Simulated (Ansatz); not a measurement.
Mg (hcp (Mg type), P6_3/mmc) under volume change, PBEsol (plane waves, PAW; program Ansatz), shape and atoms relaxed at each volume.

```
V (Å³/atom)  E − E(relaxed) (meV/atom)  P (GPa)
-----------  -------------------------  -------
20.468                            24.8     4.24
21.142                            10.5     2.61
21.817                             2.5     1.21
22.492                             0.0     0.00
23.167                             2.2    -1.04
23.841                             8.5    -1.93
24.516                            18.3    -2.70
```

Q: What does a third-order Birch–Murnaghan fit give for V₀, B₀ and B′?

A: V₀ = 22.49 Å³/atom, B₀ = 37.2 GPa, B′ = 4.0.

The PBEsol relaxation kept the symmetry of its start; of distortions, only those at the zone centre were tested.

Potentials: the earlier of the program's two PAW sets.
